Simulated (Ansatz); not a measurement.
## Every step of a relaxation of diamond Ge (111), 6 layers

DFT, PBEsol, PAW with Ansatz's default frozen-core files, scalar-relativistic (Ansatz 0.2.0); a Γ-centred 7×7×1 k mesh, Fermi–Dirac smearing of 0.02 eV, no spin polarisation. The run relaxes the atoms in the fixed cell.

Command: `ansatz run input.yaml --threads 2 --pin off --max-ram 4096MiB --backend cpu --events-out ev --progress --plain --runs-dir out` It took 10 s on 2 threads of Intel(R) Xeon(R) 6975P-C (Granite Rapids) (shared host), peak memory 0.59 GiB.

```yaml
crystal:
  lattice:
    - [4.0132604624, 0.0, 0.0]
    - [-2.0066302312, 3.4755855125, 0.0]
    - [0.0, 0.0, 23.3728]
  atoms:
    - { symbol: Ge, position: [0.0, 0.0, 0.3422775565] }
    - { symbol: Ge, position: [0.333333334, 0.666666666, 0.3773269879] }
    - { symbol: Ge, position: [0.333333334, 0.666666666, 0.4824752835] }
    - { symbol: Ge, position: [0.666666667, 0.333333333, 0.5175247157] }
    - { symbol: Ge, position: [0.666666667, 0.333333333, 0.6226730113] }
    - { symbol: Ge, position: [0.0, 0.0, 0.6577224435] }
kpoints:
  mp_grid: { grid: [7, 7, 1] }
scf:
  occupations: { method: fermi_dirac, width: 0.02 }
hamiltonian:
  xc: pbesol
  pseudopotentials: { kind: paw }
output:
  forces: true
  stress: true
  eigenvalues: true
relax:
  f_tol: 0.01
  max_steps: 40
efield:
  axis: 3
  amplitude: 0
  dipole_correction: true
```

Each step lists its free energy a cell above the last geometry, and Cartesian positions (Å) with forces (eV/Å).

The first step:

```
step 1  dF = 29.39 meV
  Ge 0.0000 0.0000 8.0000   0.0000 0.0000 0.1271
  Ge 0.0000 2.3171 8.8192   0.0000 0.0000 -0.4790
  Ge 0.0000 2.3171 11.2768   0.0000 0.0000 0.3411
  Ge 2.0066 1.1585 12.0960   0.0000 0.0000 -0.3411
  Ge 2.0066 1.1585 14.5536   0.0000 0.0000 0.4790
  Ge 0.0000 0.0000 15.3728   0.0000 0.0000 -0.1271
```

The PAW files were made under PBE. Real surfaces of this kind reconstruct, which a 1×1 cell forbids.

**Question.** Where does the relaxation end, and by which steps?

**Answer.** After 3 geometries, with a shortest distance of 2.446 Å. The further steps:
```
step 2  dF = 3.04 meV
  Ge 0.0000 0.0000 7.9819   0.0000 0.0000 0.0166
  Ge 0.0000 2.3171 8.7703   0.0000 0.0000 -0.1261
  Ge 0.0000 2.3171 11.2763   0.0000 0.0000 0.1424
  Ge 2.0066 1.1585 12.0965   0.0000 0.0000 -0.1424
  Ge 2.0066 1.1585 14.6025   0.0000 0.0000 0.1261
  Ge 0.0000 0.0000 15.3909   0.0000 0.0000 -0.0166
step 3  dF = 0.00 meV
  Ge 0.0000 0.0000 7.9687   0.0000 0.0000 0.0044
  Ge 0.0000 2.3171 8.7517   0.0000 0.0000 -0.0077
  Ge 0.0000 2.3171 11.2831   0.0000 0.0000 -0.0082
  Ge 2.0066 1.1585 12.0897   0.0000 0.0000 0.0082
  Ge 2.0066 1.1585 14.6211   0.0000 0.0000 0.0077
  Ge 0.0000 0.0000 15.4041   0.0000 0.0000 -0.0044
step 4  dF = 0.00 meV  (same geometry, solved once more)
  Ge 0.0000 0.0000 7.9687   0.0000 0.0000 0.0045
  Ge 0.0000 2.3171 8.7517   0.0000 0.0000 -0.0075
  Ge 0.0000 2.3171 11.2831   0.0000 0.0000 -0.0084
  Ge 2.0066 1.1585 12.0897   0.0000 0.0000 0.0084
  Ge 2.0066 1.1585 14.6211   0.0000 0.0000 0.0075
  Ge 0.0000 0.0000 15.4041   0.0000 0.0000 -0.0045
```
